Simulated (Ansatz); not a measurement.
An Ansatz (a quantum-chemistry and plane-wave program) run. Input:

Ansatz 0.2 input:
```yaml
crystal:
  lattice:
    - [0.0, 3.7738618397, 3.7738618397]
    - [3.7738618397, 0.0, 3.7738618397]
    - [3.7738618397, 3.7738618397, 0.0]
  atoms:
    - { symbol: K, position: [0.75, 0.75, 0.75] }
    - { symbol: K, position: [0.25, 0.25, 0.25] }
    - { symbol: Pt, position: [0.0, 0.0, 0.0] }
kpoints:
  mp_grid: { grid: [7, 7, 7] }
hamiltonian:
  xc: r2scan
  pseudopotentials: { kind: paw }
scf:
  occupations: { method: fixed }
checkpoint: { read: static.run }
output: { bader: true, populations: true }
```

Output (shortened):

```
Pseudopotential: K, paw, valence charge 9
Pseudopotential: Pt, paw, valence charge 18
Functional definition: r2SCAN
Crystal: 3 atoms, lattice volume = 107.495 Å³
Basis set: ecut = 500 eV, 2733 PW (Γ), exchange–correlation on 160×160×160 points (64 copies of the dense FFT grid, shifted against one another)
Bands: 22, of which v1, the nominal top of the filled ones, is band 18 counted from 1 (17 counted from 0)
Symmetry: 48 space group operations
Space group: Fm-3m (ITA 225), of the structure as read, at distance tolerance 4.8e-5 Å
k-points: 20 of 343
Stability of the state it starts from, as read at its close in the unpolarized treatment …
iter 1 solved again at ethr=8.11e-8 eV; its pass at ethr=3.10e-3 eV (dr2=2.92e-5 eV) is discarded
SCF iter   1: F=—  HF=-15621.836773 eV  |F-HF|=—  |Δ(HF+E_count)|=         —  Δρ=4.38e-7  dr2=7.97e-11  dr2_τ=4.75e-11  ethr=8.11e-8  ⟨swp⟩=3.4  Hψ=2945  notcnv=0  defer=33
preconditioner: auto → none
SCF iter   2: F=-15621.836773 eV  HF=-15621.836773 eV  |F-HF|=1.04e-10  |Δ(HF+E_count)|=   6.47e-8  Δρ=3.61e-7  dr2=1.12e-10  dr2_τ=7.19e-11  ethr=1.00e-12  ⟨swp⟩=7.9  Hψ=2123  notcnv=0
SCF 1 converged in 2 iterations: F = -15621.836773 eV  dr2 = 1.12e-10
SCF converged after 2 iterations
Free energy (F): -15621.836773 eV
Harris-Foulkes:  -15621.836773 eV  (|F-HF|=1.04e-10)
Internal energy: -15621.836773 eV  (E = F + TS)
E sigma→0 (E₀):  -15621.836773 eV
Fermi energy:    4.511238 eV
--- Per-component energies (eV) ---
  E_band       = -628.729045
  E_kinetic    = 1152.885316
  E_local      = -4284.750746  (includes V_loc(G=0)·N_el)
  E_nonlocal   = 230.079642
  E_hartree    = 1646.080370
  E_xc         = -517.925888
  E_vxc        = -711.556182  (∫ρ·V_xc dr)
  E_paw        = -11057.944924  (= ΣΔE_a)
  E_vpaw       = -352.667162  (= ΣTr[D̂ρ^β])
  E_aug_tail   = 0.000142  (compensation charges beyond the density's cutoff)
  E_vtau       = 45.118656  (kinetic-family band-sum trace: ∫τ·v_τ [+ j·A + Jᵃ·Aᵃ] dr)
  E_ewald      = -2789.636820
  E_core_change = -0.623865  (= ΣΔE_core)
  E_smearing   =  0.000000  (= −TS)
  E_closure    = 0.000000  (closes the sum)
  Σ components = -15621.836773   (vs F -15621.836773, Δ=0.00e0)
  [band-id]    e_kinetic+e_local+e_nonlocal+2·e_hartree+e_vxc+e_vpaw+e_augmentation_tail+e_vtau = -628.729594   (vs E_band -628.729045, Δ=-5.50e-4)
--- Band table (eV; the first three rows and the last of 20) ---
  k-point 0: bands = ["-92.4731", "-46.1657", "-46.1657", "-46.1657", "-26.5521", "-26.4869", "-9.3848", "-9.3848", "-9.3848", "-9.1656", "-9.1656", "-9.1656", "2.2824", "4.3267", "4.3267", "4.4706", "4.4706", "4.4706", "8.3072", "8.3072", "8.3072", "10.2782"]…
  k-point 1: bands = ["-92.4731", "-46.1657", "-46.1657", "-46.1657", "-26.5487", "-26.4901", "-9.3758", "-9.3746", "-9.3746", "-9.1838", "-9.1773", "-9.1773", "2.4561", "4.3355", "4.3355", "4.4459", "4.4678", "4.4678", "7.7039", "8.4250", "8.4250", "10.8612"]…
  k-point 2: bands = ["-92.4731", "-46.1657", "-46.1657", "-46.1657", "-26.5393", "-26.4989", "-9.3523", "-9.3460", "-9.3460", "-9.2277", "-9.2096", "-9.2096", "2.9052", "4.3551", "4.3551", "4.3997", "4.4625", "4.4625", "6.8360", "8.7118", "8.7118", "10.8746"]…
  k-point 19: bands = ["-92.4731", "-46.1657", "-46.1657", "-46.1657", "-26.5197", "-26.5172", "-9.4580", "-9.4271", "-9.3154", "-9.2503", "-9.1452", "-9.1249", "3.8421", "4.2524", "4.3058", "4.3450", "4.4536", "4.4712", "7.2757", "7.3764", "8.3624", "9.8449"]…
--- Löwdin populations: 3 sites ---
  site symbol       q [e]
     0      K      8.3126
     1      K      8.3126
     2     Pt     19.1831
  spilling = 0.005326 (of n_electrons = 36.000000)
--- Bader charges: 3 sites ---
  site symbol  charge [e]  shift [e]
     0      K      0.7336     0.0000
     1      K      0.7336     0.0000
     2     Pt     -1.4671     0.0000
  shift: an alarm, by how much a part of what the PAW files miss would move the charge. Where it is large, compare
  with a run on PAW files of another source; a small one proves nothing
  estimated error of the sums over rays = 9.9e-5 e
```

Cost: roughly 40 core-seconds on shared cores.

The workflow started from a Materials Project entry (that database holds measured and hypothetical structures alike); the Crystallography Open Database copy checked does not list it. Its standing as an ambient phase is unchecked. The cell was relaxed with r²SCAN under the symmetry of its start; whether a distortion lowers the energy is not shown. No spin polarisation was allowed. Spin–orbit coupling is left out wherever it is not named.

Potentials: the later of the program's two PAW sets.

Ansatz is a plane-wave DFT program.
